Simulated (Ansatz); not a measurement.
## CsPbCl3 at -0.7 GPa (stress–strain coefficients): relaxed-ion elastic tensor

Theory: Ansatz, DFT PBEsol, scalar-relativistic, plane waves, PAW. Plane waves to 420 eV; Γ-centred k mesh 6×6×6; fixed occupations. No spin polarisation.

The cell is fixed (symmetry leaves no force on the atoms) and stands under -0.7 GPa:
```
Cs Pb Cl
1.0
     5.67890    0.00000    0.00000
     0.00000    5.67890    0.00000
     0.00000    0.00000    5.67890
Cs Pb Cl
1 1 3
Direct
  0.00000 0.00000 0.00000
  0.50000 0.50000 0.50000
  0.50000 0.50000 0.00000
  0.50000 0.00000 0.50000
  0.00000 0.50000 0.50000
```

The cell is the ideal cubic perovskite prototype; whether it is the stable structure of this composition wasn't checked. Spin–orbit coupling is left out, which can shift energies with elements as heavy as these.

Question: Give the relaxed-ion elastic constants (GPa, Voigt order xx yy zz yz xz xy, on the axes of the cell above).

Answer:
```
50.8  6.8  6.8  0.0  0.0  0.0
 6.8 50.8  6.8  0.0  0.0  0.0
 6.8  6.8 50.8  0.0  0.0  0.0
 0.0  0.0  0.0  4.9  0.0  0.0
 0.0  0.0  0.0  0.0  4.9  0.0
 0.0  0.0  0.0  0.0  0.0  4.9
```

Question: Is the crystal stable against homogeneous strain?

Answer: Yes: the least eigenvalue of the tensor is 4.9 GPa.

Question: And the moduli of a polycrystal (Hill averages)?

Answer: B = 21 GPa, G = 9 GPa, E = 25 GPa, ν = 0.31.

Symmetry holds off the tilts and polar distortions that many cubic perovskites undergo.